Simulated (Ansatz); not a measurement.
What DFT gives for BaLi₂Ga₂Si₂

```
Ba Ga Li Si
1.0
     2.33591    4.04592    0.00000
    -2.33591    4.04592    0.00000
    -2.33591    1.34864    8.86199
Ba Ga Li Si
1 2 2 2
Cartesian
  0.0000 0.0000 0.0000
  0.0000 5.3946 5.2567
  -2.3359 4.0459 3.6053
  0.0000 2.6973 2.5543
  -2.3359 6.7432 6.3077
  0.0000 5.3946 2.4255
  -2.3359 4.0459 6.4365
```

Method: r2SCAN, no spin polarisation; PAW, plane waves to 500 eV, 8×8×8 Γ-centred mesh, fermi-dirac occupations (width 0.0774 eV) (Ansatz 0.2.0), atoms fixed.

(1) Is it stable against the elements?

(2) Give the Bader charges.

(3) Is there a gap?

(4) Describe some of the short contacts.

(5) Is the cell too large or too small?

Origin: a known structure type with other elements, at an estimated volume, so it need not be a known compound.

Results:

(1) -0.16 eV an atom against the elements' usual phases (free molecules for gases, crystals otherwise, with no correction for O₂ or N₂), so it is bound against them; other compounds may still compete. Relaxing would lower it.

(2) Bader charges in e: Ba +1.18, Li +0.86, Ga -0.09, Si -1.35. In the mean Ba gives up most and Si takes most.

(3) It is a metal, with about 1.9 states/eV a cell as the mean within 0.25 eV of the Fermi level.

(4) Li–Si at 2.70 Å: least valence density 0.10 e/Å³ and ELF 0.05 there. Ga–Li at 2.89 Å: least valence density 0.07 e/Å³ and ELF 0.04 there. Ga–Ga at 3.16 Å: least valence density 0.13 e/Å³ and ELF 0.23 there. Ga–Si at 2.83 Å is left out, since its least density falls inside a PAW sphere. These are pseudo-fields; inside the PAW spheres they differ from the all-electron ones.

(5) The pressure is -4.8 GPa (compression positive), so with the atoms held at these fractions the cell would first shrink; the forces are large, so a full relaxation may end otherwise. The principal stresses -8.6, -2.9, -2.9 GPa differ, so its shape would change too.
